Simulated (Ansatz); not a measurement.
CuCl:
```cif
data_ClCu
_chemical_formula_sum 'Cu1 Cl1'
_space_group_name_H-M_alt 'P 1'
_space_group_IT_number 1
_cell_length_a 3.74053
_cell_length_b 3.74053
_cell_length_c 3.74053
_cell_angle_alpha 60.000
_cell_angle_beta 60.000
_cell_angle_gamma 60.000
loop_
_space_group_symop_operation_xyz
  'x, y, z'
loop_
_atom_site_label
_atom_site_type_symbol
_atom_site_fract_x
_atom_site_fract_y
_atom_site_fract_z
_atom_site_occupancy
Cu1 Cu 0.00000 0.00000 0.00000 1
Cl1 Cl 0.75000 0.75000 0.75000 1
```

Relaxed with PBEsol.

Question: Decompose the optical modes at the zone centre into irreducible representations, and say which are infrared and Raman allowed.

Answer: Point group -43m: Γ_opt = T2. Infrared: T2. Raman: T2.

Question: Assign frequencies (DFPT, DFT-PBEsol in the program Ansatz with PAW potentials; without the LO–TO term).

Answer: T2 168 cm⁻¹.

Space group F-43m (zinc blende). The cell was relaxed with PBEsol under the symmetry of its start. No spin polarisation was allowed.

Potentials: the earlier of the program's two PAW sets. The files were generated under PBE; for other functionals the program regenerates the frozen cores, and for LDA and PBEsol the local potential too.
